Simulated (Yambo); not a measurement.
# Sr₂H₃I: sweep of GW parameters

G0W0@PBEsol for Sr2H3I (space group P-3m1, No. 164) in Yambo. Reference settings: 3×3×2 Γ-centred k mesh, 334 bands and a 7 Ry block in the screening, 334 bands in G with the Bruneval-Gonze terminator, plasmon pole fitted at 27.2 eV. The PBEsol gap A → K on this mesh is 1.99 eV; G0W0 gaps are taken between the same points.

```csv
change from the reference,G0W0 gap A → K (eV),shift of the valence edge (eV),rough Yambo cost
reference settings,3.67,-1.05,1
"120 bands in W, 120 bands in G",3.63,-0.70,about 1/4
"212 bands in W, 212 bands in G",3.66,-0.94,within a factor of two
120 bands in G,3.66,-0.95,–
212 bands in G,3.67,-1.03,–
150 bands in W,3.65,-0.86,about 1/2
1 Ry block,3.41,-0.59,within a factor of two
3 Ry block,3.45,-0.82,within a factor of two
6 Ry block,3.65,-1.03,within a factor of two
pole fitted at 40 eV,3.68,-1.09,–
no random integration,3.62,-0.88,–
"120 bands in G, no terminator",3.64,-0.53,–
"212 bands in G, no terminator",3.68,-0.85,–
no terminator,3.69,-0.98,–
```

The reference isn't shown to be the converged limit. Costs are rough (shared machines), scaled to the same edge states, and given only for runs that recompute the screening. The mesh misses a band edge: along a dense path the PBEsol gap is 1.89 eV against 1.99 eV on the mesh.

Spin-orbit coupling is included.

Geometry of the Materials Project entry, not relaxed at this level; primitive cell a = 4.243 Å, b = 4.243 Å, c = 7.683 Å, α = 90.00°, β = 90.00°, γ = 120.00°.

The structure is a Materials Project entry; no match was found in the copy of COD used, and its stability was not checked.

A shift is the quasiparticle energy of the state minus its PBEsol energy.
